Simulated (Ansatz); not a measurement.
Input:

Zn3CdSe4:
```
CELL_PARAMETERS angstrom
      5.78227     0.00000     0.00000
      0.00000     5.78227     0.00000
      0.00000     0.00000     5.78227
ATOMIC_POSITIONS crystal
  Zn 0.00000 0.50000 0.50000
  Zn 0.50000 0.00000 0.50000
  Zn 0.50000 0.50000 0.00000
  Cd 0.00000 0.00000 0.00000
  Se 0.73852 0.73852 0.26148
  Se 0.73852 0.26148 0.73852
  Se 0.26148 0.26148 0.26148
  Se 0.26148 0.73852 0.73852
```

This is the r²SCAN-relaxed structure. Tensor components refer to the Cartesian frame of this cell.

Problem. All from DFT-r²SCAN in the program Ansatz with PAW potentials, unless another level is named. Predict the Hill bulk and shear moduli.

Solution. 61.3 and 24.8 GPa.

Problem. Predict the zero-point energy.

Solution. 26.9 meV/atom.

Problem. And the vibrational entropy at 300 K?

Solution. 38.0 J/(K·mol of atoms).

Problem. And the piezoelectric stress constants (proper, relaxed ions, C/m²)?

Solution. e14 = e25 = e36 = 0.05.

Problem. Give the highest zone-centre frequency (without LO–TO term).

Solution. 206 cm⁻¹.

Space group P-43m. The workflow started from a Materials Project entry (that database holds measured and hypothetical structures alike); the Crystallography Open Database copy checked does not list it. With Zn and Cd taken as one species the cell has the higher symmetry F-43m, so it may be an ordered model of a mixed-site phase. Whether it is the stable phase at ambient conditions was not checked. Symmetry was held in the r²SCAN relaxation; its stability against distortions is not shown here. Signs of piezoelectric constants follow the polarity of the cell as given.

Potentials: the later of the program's two PAW sets.
